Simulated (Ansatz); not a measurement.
Relativity and the crystal structure of Re

All-electron LAPW in Ansatz 0.2.0 under LDA, no spin polarisation, energies at zero smearing. Each structure type is relaxed to zero pressure at each level of relativity. k spacings are near 0.16 Å⁻¹ and smearing is 0.05 eV. Energies count from fcc at the same level and carry up to 5 meV/atom of mesh noise; only these types were tried.

```tsv
level	V fcc (Å³/atom)	V bcc (Å³/atom)	V hcp (Å³/atom)	E bcc − E fcc (meV/atom)	E hcp − E fcc (meV/atom)
non-relativistic	15.34	15.50	15.28	235	-88
scalar-relativistic	14.39	14.47	14.33	267	-74
with spin–orbit coupling	14.41	14.49	14.35	283	-87
```

Which type is lowest at each level, and how does relativity move the volume?

non-relativistic: hcp; scalar-relativistic: hcp; with spin–orbit coupling: hcp. The volume of hcp changes by -6.2 % from the first level to the second and by +0.1 % from the second to the third.
